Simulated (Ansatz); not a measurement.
BP:
Space group P6₃mc (No. 186); a = b = 3.179 Å, c = 5.274 Å, α = β = 90.00°, γ = 120.00°

| atom | site | symmetry | x | y | z |
|---|---|---|---|---|---|
| B | 2b | 3m. | 0.3333 | 0.6667 | 0.0004 |
| P | 2b | 3m. | 0.3333 | 0.6667 | 0.3746 |

Relaxed with PBEsol. PBEsol in the plane-wave PAW code Ansatz gives a gap of 0.83 eV.

What gap does HSE06 give on the same cell (Ansatz, PAW)?

1.65 eV, 0.82 eV more. The hybrid was solved on a coarser mesh and at special points; its gap is the smallest among all of these.

```csv
k,v1 PBEsol,c1 PBEsol,v1 HSE06,c1 HSE06
Γ,0.00,2.69,0.00,3.62
A,-1.31,3.66,?,?
K,-4.90,0.83,-5.32,1.65
H,-2.89,3.08,?,?
M,-2.10,1.04,?,?
L,-3.38,2.06,?,?
```

Top valence (v1) and lowest conduction level (c1) in eV from each method's valence maximum (which need not be a listed point): supply the withheld HSE06 values.


- H, v1 HSE06: -3.17
- H, c1 HSE06: 4.03
- L, v1 HSE06: -3.69
- L, c1 HSE06: 2.96
- M, v1 HSE06: -2.30
- M, c1 HSE06: 1.88
- A, v1 HSE06: -1.43
- A, c1 HSE06: 4.67

Cost on shared cores: the PBEsol run (SCF on a 10×10×5 mesh, then bands and DOS) very roughly 10 core-seconds, the HSE06 run (SCF on 7×7×4, then a few points) about 40 core-seconds (a rough figure); the tasks are unlike.

Space group P6_3mc (wurtzite). The first step of the workflow began from a Materials Project structure, measured or hypothetical; the Crystallography Open Database copy checked does not list it. It is not the phase usual at ambient conditions (space group No. 216). The cell was relaxed with PBEsol under the symmetry of its start; whether a distortion lowers the energy is not shown.

Potentials: the earlier of the program's two PAW sets.
